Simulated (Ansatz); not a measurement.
Here is the system:

N:
Space group Pa-3 (No. 205); a = 5.5951 Å, b = 5.5951 Å, c = 5.5951 Å, α = 90.00°, β = 90.00°, γ = 90.00°

```json
[
 {"atom": "N", "site": "8c", "symmetry": ".3.", "x": "0.0564", "y": "0.0564", "z": "0.0564"}
]
```

This is the r²SCAN+D4-relaxed structure.

Problem. All from r²SCAN+D4 in the plane-wave PAW code Ansatz, unless another level is named. Give the band gap.

Solution. 8.12 eV (smallest direct gap 8.15 eV).

Problem. And the valence-band maximum?

Solution. at X.

Problem. Give the conduction-band minimum.

Solution. at Γ.

The r²SCAN+D4 relaxation kept the symmetry of its start. The substance is a gas or liquid at ambient conditions; this is its low-temperature solid.

Potentials: the earlier of the program's two PAW sets.
